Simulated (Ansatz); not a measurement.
**YCo2: settings compared (Ansatz)**

Input:

```yaml
crystal:
  lattice:
    - [0.0, 3.65102, 3.65102]
    - [3.65102, 0.0, 3.65102]
    - [3.65102, 3.65102, 0.0]
  atoms:
    - { symbol: "Y", position: [0.0, 0.0, 0.0] }
    - { symbol: "Y", position: [0.25, 0.25, 0.25] }
    - { symbol: Co, position: [0.625, 0.625, 0.625] }
    - { symbol: Co, position: [0.125, 0.625, 0.625] }
    - { symbol: Co, position: [0.625, 0.625, 0.125] }
    - { symbol: Co, position: [0.625, 0.125, 0.625] }
  symmetry: { tolerance: 0.0003 }
kpoints:
  mp_grid: { grid: [4, 4, 4], shift: [0, 0, 0] }
magnetization:
  spin_polarized: false
scf:
  occupations: { method: fermi_dirac }
hamiltonian:
  pseudopotentials: { kind: paw }
  xc: r2scan
basis:
  ecutwfc: 500
output:
  forces: true
  stress: true
  eigenvalues: true
  write_density: true
  write_potential: true
  elf: true
  volumetric_format: npy
relax:
  max_steps: 40
  cell: {}
```

Launch command:

```bash
ansatz run input.yaml --threads 1 --pin off --max-ram 2560MiB --backend cpu --events-out ev --progress --plain --runs-dir out
```

Origin of the cell: a database entry, scaled a little.

The smearing width isn't typed, so it takes its default of 0.1 eV.

Output of this run (shortened):

```
SCF iter   1: F=—  HF=-28244.823209 eV  Δρ=2.65e-2  dr2=7.18e-1  dr2_τ=1.00e-1
SCF iter   2: F=—  HF=-28245.037724 eV  Δρ=3.06e-2  dr2=5.56e-1  dr2_τ=1.03e-2
SCF iter   3: F=—  HF=-28244.989658 eV  Δρ=7.46e-3  dr2=9.45e-2  dr2_τ=9.18e-4
SCF iter   4: F=—  HF=-28244.980515 eV  Δρ=7.10e-3  dr2=2.82e-2  dr2_τ=6.77e-4
SCF iter   5: F=—  HF=-28244.980232 eV  Δρ=1.50e-3  dr2=4.45e-3  dr2_τ=4.38e-4
SCF iter   6: F=—  HF=-28244.980632 eV  Δρ=3.11e-3  dr2=1.14e-2  dr2_τ=7.68e-5  recentre
SCF iter   7: F=—  HF=-28244.980055 eV  Δρ=1.21e-3  dr2=1.91e-3  dr2_τ=1.57e-5
SCF iter   8: F=—  HF=-28244.979952 eV  Δρ=2.32e-4  dr2=7.39e-5  dr2_τ=1.02e-6
SCF iter   9: F=—  HF=-28244.979952 eV  Δρ=1.25e-4  dr2=1.38e-5  dr2_τ=1.66e-7
SCF iter  10: F=-28244.979951 eV  HF=-28244.979951 eV  Δρ=2.59e-6  dr2=3.93e-9  dr2_τ=7.47e-10
relax step   1: F+E_penalty+E_count = -28244.979951 eV  Δ(F+E_penalty+E_count) = +0.000e0 eV  max|allowed force component| = 7.710e-18 eV/Å  Δτ_max = 0.0000 Å  P = -11.866 GPa  Ω = 97.336 Å³ […]
relax step   2: F+E_penalty+E_count = -28245.342643 eV  Δ(F+E_penalty+E_count) = -3.627e-1 eV  max|allowed force component| = 2.409e-17 eV/Å  Δτ_max = 0.0000 Å  P = +4.132 GPa  Ω = 85.483 Å³ […]
relax step   3: F+E_penalty+E_count = -28245.369509 eV  Δ(F+E_penalty+E_count) = -2.687e-2 eV  max|allowed force component| = 4.163e-17 eV/Å  Δτ_max = 0.0000 Å  P = -0.673 GPa  Ω = 88.258 Å³ […]
relax step   4: F+E_penalty+E_count = -28245.370666 eV  Δ(F+E_penalty+E_count) = -1.156e-3 eV  max|allowed force component| = 1.889e-17 eV/Å  Δτ_max = 0.0000 Å  P = -0.029 GPa  Ω = 87.858 Å³ […]
relax step   5: F+E_penalty+E_count = -28245.366107 eV  Δ(F+E_penalty+E_count) = +4.558e-3 eV  max|allowed force component| = 2.891e-17 eV/Å  Δτ_max = 0.0000 Å  P = -0.090 GPa  Ω = 87.858 Å³  stress off target by 8.96e-2 GPa […]
relax step   6: F+E_penalty+E_count = -28245.366159 eV  Δ(F+E_penalty+E_count) = -5.164e-5 eV  max|allowed force component| = 7.710e-18 eV/Å  Δτ_max = 0.0000 Å  P = -0.001 GPa  Ω = 87.804 Å³ […]
relax step   7: F+E_penalty+E_count = -28245.366046 eV  Δ(F+E_penalty+E_count) = +1.123e-4 eV  max|allowed force component| = 2.968e-17 eV/Å  Δτ_max = 0.0000 Å  P = -0.002 GPa  Ω = 87.804 Å³  stress off target by 1.76e-3 GPa […]
SCF 7 converged in 6 iterations: F = -28245.366046 eV  dr2 = 5.86e-11
basis re-selected at this cell: Δ(F+E_penalty+E_count) = +1.123e-4 eV, ΔP = -0.001 GPa vs the last step (what re-selecting the basis moved, of the pressure what is left beyond the Pulay corre […]
SCF converged after 6 iterations
Free energy (F): -28245.366046 eV
Harris-Foulkes:  -28245.366046 eV  (|F-HF|=2.91e-11)
Internal energy: -28245.111184 eV  (E = F + TS)
E sigma→0 (E₀):  -28245.238615 eV
Entropy (-TS):   -0.254862 eV (-42.477 meV/atom)
Fermi energy:    16.264312 eV
--- Per-component energies (eV) ---
  E_band       = -1283.342805
  E_kinetic    = 2450.459343
  E_local      = -14804.289953  (includes V_loc(G=0)·N_el)
  E_nonlocal   = 1923.114532
  E_hartree    = 6287.193995
  E_xc         = -972.162140
  E_vxc        = -1373.008725  (∫ρ·V_xc dr)
  E_paw        = -11781.586602  (= ΣΔE_a)
  E_vpaw       = -2138.182626  (= ΣTr[D̂ρ^β])
  E_aug_tail   = 0.000147  (compensation charges beyond the density's cutoff)
  E_vtau       = 84.177093  (kinetic-family band-sum trace: ∫τ·v_τ [+ j·A + Jᵃ·Aᵃ] dr)
  E_ewald      = -11346.351775
  E_core_change = -1.488732  (= ΣΔE_core)
  E_smearing   = -0.254862  (= −TS)
  Σ components = -28245.366046   (vs F -28245.366046, Δ=0.00e0)
--- Forces (eV/Å), atoms counted from 1 ---
  atom   1  Y     -0.000000    -0.000000     0.000000
  atom   2  Y      0.000000     0.000000    -0.000000
  atom   3  Co     0.000000    -0.000000    -0.000000
  atom   4  Co     0.000000    -0.000000     0.000000
  atom   5  Co     0.000000     0.000000    -0.000000
  atom   6  Co     0.000000    -0.000000    -0.000000
  max |Σ_I F_I| component: 9.25e-18 eV/Å
--- Stress (GPa, compression-positive) ---
       -0.001762       0.000000       0.000000
        0.000000      -0.001762       0.000000
        0.000000      -0.000000      -0.001762
  P = ⅓ Tr σ = -0.0018 GPa (-0.018 kbar)
--- Relaxed structure (5 steps of the walk, 5 accepted, 2 SCFs on fresh bases) ---
  F+E_penalty+E_count = -28245.366046 eV   max|allowed force component| = 2.968e-17 eV/Å   (the final SCF, on the basis selected at the relaxed cell)
  cell:  # Å, volume = 87.8042 Å³
    - [0.0, 3.527727, 3.527727]
    - [3.527727, 0.0, 3.527727]
    - [3.527727, 3.527727, 0.0]
  atoms:
    - { symbol: Y, position: [0.0, 0.0, 0.0] }
    - { symbol: Y, position: [0.250000, 0.250000, 0.250000] }
    - { symbol: Co, position: [0.625000, 0.625000, 0.625000] }
    - { symbol: Co, position: [0.125000, 0.625000, 0.625000] }
    - { symbol: Co, position: [0.625000, 0.625000, 0.125000] }
    - { symbol: Co, position: [0.625000, 0.125000, 0.625000] }
```

The same input was run again with these changes:

1. `hamiltonian.xc` r2scan → pbesol; `scf.convergence.dr2_threshold` default → 1.0e-06
2. `scf.occupations.method` fermi_dirac → gaussian; `scf.occupations.width` default → 0.001
3. `hamiltonian.hubbard` default → { sites: [{ species: Co, l: d, u_eff: 1.0 }], double_counting: fll }; `scf.convergence.dr2_threshold` default → 0.0001
4. `basis.ecutwfc` 500 → "400 eV"

| run | end | SCF iterations | volume (Å³/atom) | max force component (eV/Å) | moment (μB) | ΔE(σ→0) (meV/atom) |
| --- | --- | --- | --- | --- | --- | --- |
| base | converged | 56 | 14.63 | 0.000 | – | 0 |
| 1 | converged | 32 | 14.33 | 0.000 | – | – |
| 2 | converged | 57 | 14.60 | 0.000 | – | -0.11 |
| 3 | converged | 32 | 14.60 | 0.000 | – | – |
| 4 | converged | 56 | 14.63 | 0.000 | – | 4.29 |

Energies are compared only where functional, datasets, charge and starting cell are the same.

Not properties of the system: run 3 (too coarse or loose: `scf.convergence.dr2_threshold` = 0.0001).

Caveats of the base run: no spin polarisation, so a magnetic state may lie lower; the k mesh is coarse if the cell is a metal; the relaxation held the start's symmetry, so the end may be a saddle point.

Run 1: the SCF threshold is loose for forces.
Run 3: the SCF threshold is loose for forces.
Run 4: the cutoff lies below the datasets' advice.

The base run took 27 s of wall time on 1 CPU thread(s) of a shared host, from the program's own first density.
